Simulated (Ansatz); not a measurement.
4 guesses for Al₃Pd and where they end

Theory: DFT PBE, scalar-relativistic, plane waves, PAW in Ansatz 0.2.0. All cells share a 420 eV cutoff and Γ-centred k meshes spaced at most about 0.3 Å⁻¹ (about 0.25 or finer for metals, 2π included). No spin polarisation in the final relaxations.

Each guess was relaxed in cell and atoms at zero pressure, within the symmetry of its start. All energies are static (0 K, no zero-point motion). Coordination counts all near atoms (those within 1.25 times the shortest distance at each site; a plus sign parts nearer from farther groups; a slash parts the counts of unlike sites).

| guess | made from | start group | V start (Å³/atom) | end group | V end (Å³/atom) | coordination at the end | gap on mesh (eV) | E over the lowest end (meV/atom) |
| --- | --- | --- | --- | --- | --- | --- | --- | --- |
| 1 | random cell | Immm | 17.1 | Immm | 17.7 | Al 2+4/9, Pd 8 | 0 | 174 |
| 2 | a Materials Project cell | Pm-3m | 15.4 | Pm-3m (Cu3Au (L1_2)) | 15.5 | Al 12, Pd 12 | 0 | 0 |
| 3 | random cell | P6/mmm | 18.0 | ? | ? | ? | ? | ? |
| 4 | random cell | P-6m2 | 18.5 | P-6m2 | 17.2 | Al 2+6/4+6, Pd 6+6 | 0 | 106 |

Guess 3 as it starts:

Space group P6/mmm (No. 191). a = 4.270 Å, b = 4.270 Å, c = 4.568 Å, α = 90.00°, β = 90.00°, γ = 120.00°
| atom | site | symmetry | x | y | z |
| --- | --- | --- | --- | --- | --- |
| Al | 2c | -6m2 | 0.3333 | 0.6667 | 0.0000 |
| Al | 1b | 6/mmm | 0.0000 | 0.0000 | 0.5000 |
| Pd | 1a | 6/mmm | 0.0000 | 0.0000 | 0.0000 |

**Question.** Predict the end of this guess and its energy over the lowest end.

**Answer.** It ends in the Li3N type, space group P6/mmm (No. 191), with a = 4.479 Å, c = 4.824 Å, 21.0 Å³/atom and no gap. It lies 211 meV/atom over the lowest end, above guess 1 and so the highest of the set. Counting all near atoms, this end has Al 2/6, Pd 8 and the lowest (guess 2) has Al 12, Pd 12.

```cif
data_structure
_symmetry_space_group_name_H-M 'P6/mmm'
_symmetry_Int_Tables_number 191
_cell_length_a 4.4791
_cell_length_b 4.4791
_cell_length_c 4.8245
_cell_angle_alpha 90.000
_cell_angle_beta 90.000
_cell_angle_gamma 120.000
_cell_volume 83.82
loop_
_atom_site_label
_atom_site_type_symbol
_atom_site_symmetry_multiplicity
_atom_site_Wyckoff_symbol
_atom_site_fract_x
_atom_site_fract_y
_atom_site_fract_z
_atom_site_occupancy
Al1 Al 2 c 0.33333 0.66667 0.00000 1
Al2 Al 1 b 0.00000 0.00000 0.50000 1
Pd1 Pd 1 a 0.00000 0.00000 0.00000 1
```

The zero of energy is the elements' standard structures at the same level; no fitted shifts are applied.

**Question.** Is the lowest end bound against the elements?

**Answer.** Yes: its formation energy is −0.34 eV/atom. A negative formation energy is needed for stability but isn't enough: competing phases decide.

Cells relaxed within their symmetry can be saddle points. Some types were kept out of the candidates beforehand, so the set may lack a known form.
